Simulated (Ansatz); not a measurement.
## SrPb$_{3}$, first-principles data

SrPb$_{3}$:
```cif
data_Pb3Sr
_chemical_formula_sum 'Sr1 Pb3'
_space_group_name_H-M_alt 'P 1'
_space_group_IT_number 1
_cell_length_a 4.94246
_cell_length_b 4.94246
_cell_length_c 4.94246
_cell_angle_alpha 90.000
_cell_angle_beta 90.000
_cell_angle_gamma 90.000
loop_
_space_group_symop_operation_xyz
  'x, y, z'
loop_
_atom_site_label
_atom_site_type_symbol
_atom_site_fract_x
_atom_site_fract_y
_atom_site_fract_z
_atom_site_occupancy
Sr1 Sr 0.00000 0.00000 0.00000 1
Pb1 Pb 0.50000 0.50000 0.00000 1
Pb2 Pb 0.00000 0.50000 0.50000 1
Pb3 Pb 0.50000 0.00000 0.50000 1
```

Space group Pm-3m (No. 221), Cu3Au type; conventional cell a = b = c = 4.9425 Å, α = β = γ = 90.00°.

Method: the program Ansatz at the PBEsol level (PAW). Geometry: relaxed at this level of theory. Other levels are named where they apply.

Cell and energy:

- Volume per atom: 30.18 Å³
- Density: 9.75 g/cm³
- Formation energy from the elements (no fitted shifts): -0.39 eV/atom

Electronic structure:

- Electronic character: metallic (no gap)
- Density of states at the Fermi level: 0.12 states/eV per atom (mean over ±0.08 eV)
- Gap with spin–orbit coupling: none (metallic)

Mechanics:

- Bulk modulus (Birch–Murnaghan fit) = 40.7 GPa
- Pressure derivative B′ = 4.5
- Elastic constants (relaxed ions, GPa) = C11 = 64.4, C12 = 29.6, C44 = 26.3
- Mechanical stability = stable (all eigenvalues of C positive)
- Hill bulk and shear moduli = 41.2 and 22.3 GPa
- Young's modulus = 56.6 GPa
- Poisson's ratio = 0.27
- Debye temperature from the elastic constants = 161 K

Charges:

* **Bader charges**: Sr +1.19, Pb -0.40 e

The workflow started from an entry of the Crystallography Open Database (COD); the relaxed space group is not among those it files for this formula. COD files the formula under space group No. 123. Its standing as an ambient phase is unchecked. Symmetry was held in the PBEsol relaxation; its stability against distortions is not shown here. As this level gives no gap, shear constants depend on the k-mesh and smearing (Fermi–Dirac, 0.1 eV here). The references are the lowest solids computed at this level, not always the standard phases. Scalar-relativistic: spin–orbit coupling is off unless named, which matters more the heavier the elements.

Potentials: the later of the program's two PAW sets.
